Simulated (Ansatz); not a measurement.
In the program Ansatz at the r²SCAN level (PAW), MoS2 in the trigonal phase (R3m; Mo on 3a, S on 3a, S on 3a) relaxes to a = 3.185 Å, c = 19.495 Å. Mo has 6 nearest neighbours from 2.41 Å (trigonal prismatic); S on 3a has 3 nearest neighbours from 2.41 Å (trigonal pyramidal); S on 3a has 3 nearest neighbours from 2.41 Å (trigonal pyramidal). Its formation energy from the elements is -0.98 eV/atom, with no fitted shifts.

The Kohn–Sham gap is 1.15 eV (indirect).

Symmetry was held in the r²SCAN relaxation. No spin polarisation was allowed. A crystal of weakly bound layers computed without a dispersion correction: the cell and the soft elastic constants depend strongly on that. The references are the lowest solids computed at this level, not always the standard phases. Scalar-relativistic: spin–orbit coupling is off unless named, which matters more the heavier the elements.

Potentials: the earlier of the program's two PAW sets.
